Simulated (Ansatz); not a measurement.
## LiZrN: rattling a relaxed structure

The cell was found from a structure generator's guess, not taken from experiment.

Theory: DFT PBE, scalar-relativistic, plane waves, PAW (Ansatz). Settings: cutoff 420 eV, Γ-centred mesh 10×10×6 on the computed 6-atom cell, Gaussian smearing of 0.10 eV; no spin polarisation.

The cell below (6 atoms, space group P4/nmm (No. 129)) is relaxed within its symmetry.

```
Li Zr N
1.0
     4.05295    0.00000    0.00000
     0.00000    4.05295    0.00000
     0.00000    0.00000    6.91328
Li Zr N
2 2 2
Direct
  0.00000 0.50000 0.58151
  0.50000 0.00000 0.41849
  0.00000 0.50000 0.09735
  0.50000 0.00000 0.90265
  0.00000 0.00000 0.00000
  0.50000 0.50000 0.00000
```

For the test a repeat of it with 12 atoms (edges 4.05, 4.05, 13.83 Å) was strained at random (σ = 1.5 % a component), the atoms were moved at random (σ = 0.10 Å), and all was relaxed again on a coarse 6×6×2 mesh (in the run’s order of axes) with 0.20 eV smearing, with no symmetry imposed.

Task: Is the structure stable against such a distortion?

Result: It returns, within 2 meV/atom of the unmoved cell on that mesh and with the same symmetry when read at 0.1 Å (P1 at 0.01 Å, so small strains and shifts remain). So it is stable against the distortions that fit this cell and that this random move excites. Modes that don't fit the cell aren't tested. Another cell of LiZrN relaxed alike, in P4/mmm, lies 215 meV/atom lower, so this cell isn't the stable form at this level.
